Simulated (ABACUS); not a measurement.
Worked example: self-consistent single point of P (Cmce, 4 atoms in the cell; from Materials Project mp-157) in ABACUS.

Computed with ABACUS with PBE, numerical atomic orbitals DZP (confined pseudo-atomic orbitals; energy shift 0.003 Ry), PseudoDojo 0.5 standard norm-conserving PBE (tails mended) pseudopotentials.

```xyz
4
Lattice="1.6477 -5.4650 0.0000 1.6477 5.4650 0.0000 0.0000 0.0000 4.5436" Properties=species:S:1:pos:R:3 pbc="T T T"
P      1.6477     1.0478     4.1401
P      1.6477    -1.0478     0.4036
P      1.6477     4.4173     1.8683
P      1.6477    -4.4173     2.6754
```

Reference input (self-consistent single point, DFT, PBE, plane waves, PseudoDojo 0.5 standard norm-conserving PBE (tails mended) pseudopotentials): KPT = Gamma 5 5 4 0 0 0; basis_type = pw; dft_functional = PBE; ecutwfc = 44 Ry; smearing_method = fd; smearing_sigma = 0.00999582 Ry; potentials = PseudoDojo 0.5 standard norm-conserving PBE (tails mended); symmetry = 1; symmetry_prec = 1e-05; ks_solver = dav; scf_nmax = 100; scf_thr = 1.0e-09 Ry. This run's input differs from it in these lines:

```diff
@@ -3,6 +3,7 @@
 calculation          scf
-basis_type           pw
+basis_type           lcao
 pseudo_dir           ./
+orbital_dir          ./
 dft_functional       PBE
-ecutwfc              44.0
+ecutwfc              100.0
 symmetry             1
@@ -11,5 +12,5 @@
 smearing_sigma       0.00999582
-ks_solver            dav
+ks_solver            scalapack_gvx
 scf_nmax             100
-scf_thr              1.0e-09
+scf_thr              1.0e-06
 mixing_type          broyden
@@ -18,2 +19,3 @@
 cal_stress           1
+out_mul              1
 device               cpu
@@ -22,2 +24,5 @@
 P 30.974 P.upf
+
+NUMERICAL_ORBITAL
+P_pbe_7.1au_2s2p1d.orb
```

Output, abridged:

```
 SELF-CONSISTENT
 -------------------------------------------

                  longest orb rcut (Bohr) = 7.1
   longest nonlocal projector rcut (Bohr) = 1.74
                     search radius (Bohr) = 17.7

                          real space grid = [ 72, 72, 60 ]
                                 init_chg = atomic

 LCAO ALGORITHM --------------- ION=   1  ELEC=   1--------------------------------

 Density error is 0.0910163102885
 E_KohnSham     -55.3446345275       -753.0023833021
 E_Fermi        0.4906179856         6.6752001450

 LCAO ALGORITHM --------------- ION=   1  ELEC=   2--------------------------------

   [... lines left out ...]
 E_Fermi        0.5018303938         6.8277527846

   [... 4 blocks of this kind left out ...]

 LCAO ALGORITHM --------------- ION=   1  ELEC=   7--------------------------------

 Density error is 1.03978601621e-06
 E_KohnSham     -55.3449700279       -753.0069480193
 E_Fermi        0.5072169540         6.9010406967

 LCAO ALGORITHM --------------- ION=   1  ELEC=   8--------------------------------

 Density error is 1.57863412977e-07
 E_KohnSham     -55.3449700279       -753.0069480182
 E_KS(sigma->0) -55.3445318850       -753.0009867781
 E_entropy(-TS) -0.0008762858        -0.0119224802
 E_Fermi        0.5072172992         6.9010453933
 charge density convergence is achieved
 final etot is -753.00694802 eV
 EFERMI = 6.9010453933 eV

 STATE ENERGY(eV) AND OCCUPATIONS    NSPIN == 1
   [... 17 lines left out ...]

 TOTAL-FORCE (eV/Angstrom)
                        P1         0.0000000000         0.3300093076         0.5044800549
                        P2         0.0000000000        -0.3300093076        -0.5044800549
                        P3         0.0000000000        -0.3300093076         0.5044800549
                        P4         0.0000000000         0.3300093076        -0.5044800549

 TOTAL-STRESS (KBAR)
        44.1686309263         0.0000000000         0.0000000000
        -0.0000000000        29.1512850170         0.0000000000
         0.0000000000         0.0000000000        35.3319539873
 TOTAL-PRESSURE: 36.217290 KBAR

 --------------------------------------------
 !FINAL_ETOT_IS -753.0069480181532526 eV
 --------------------------------------------
```

The run converged in 8 iterations. Against the reference run the free energy rises by 164 meV/atom, the pressure goes from 2.15 to 3.62 GPa and the largest force goes from 0.348 to 0.603 eV/Å.

The atom-centred basis is finite, which shifts total energies, pressures and forces against plane waves. This run is one point of a test of settings, so its values need not be converged; read them against the reference run alone. The structure comes from a collection of computed structures, made at another level of theory; the collection holds predicted forms beside known ones.

Cost on one core: very roughly 40 core-seconds.

The atomic orbitals were generated for these runs; they are not ABACUS's published sets and were checked against plane waves on a few crystals only.

“Tails mended”: in these copies of the files the far tail of each local potential was reset to the Coulomb form.
